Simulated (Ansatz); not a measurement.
Si3Mo5:
Space group I4/mcm (No. 140); a = b = 9.6405 Å, c = 4.8949 Å, α = β = γ = 90.00°

```json
[
 {"atom": "Si", "site": "8h", "symmetry": "m.2m", "x": "0.1672", "y": "0.3328", "z": "0.0000"},
 {"atom": "Si", "site": "4a", "symmetry": "422", "x": "0.0000", "y": "0.0000", "z": "0.2500"},
 {"atom": "Mo", "site": "16k", "symmetry": "m..", "x": "0.2240", "y": "0.0768", "z": "0.0000"},
 {"atom": "Mo", "site": "4b", "symmetry": "-42m", "x": "0.0000", "y": "0.5000", "z": "0.2500"}
]
```
(The calculation used a cell of 16 atoms; values per cell refer to that cell.)

Relaxed with r²SCAN.

Tabulate the valence density and the electron localisation function along the shortest Si–Si contact (2.45 Å), the program Ansatz at the r²SCAN level (PAW).



```csv
distance from Si (Å),density (e/Å³),ELF
0.24,0.09,0.23
0.37,0.16,0.16
0.49,0.25,0.20
0.61,0.34,0.32
0.73,0.40,0.46
0.86,0.43,0.56
0.98,0.43,0.61
1.10,0.42,0.62
1.22,0.41,0.62
1.35,0.42,0.62
1.47,0.43,0.61
1.59,0.43,0.56
1.71,0.40,0.46
1.84,0.34,0.32
1.96,0.25,0.20
2.08,0.16,0.16
2.20,0.09,0.23
```

The density is the valence pseudo-density with augmentation charge, so density and ELF within about 1 Å of a nucleus are not all-electron values.

The workflow started from a Materials Project entry (that database holds measured and hypothetical structures alike); the Crystallography Open Database files this formula in space group No. 140, but the cells were not matched. Its standing as an ambient phase is unchecked. The r²SCAN relaxation kept the symmetry of its start; whether a distortion lowers the energy is not shown. The run is not spin-polarised.

Potentials: the later of the program's two PAW sets.
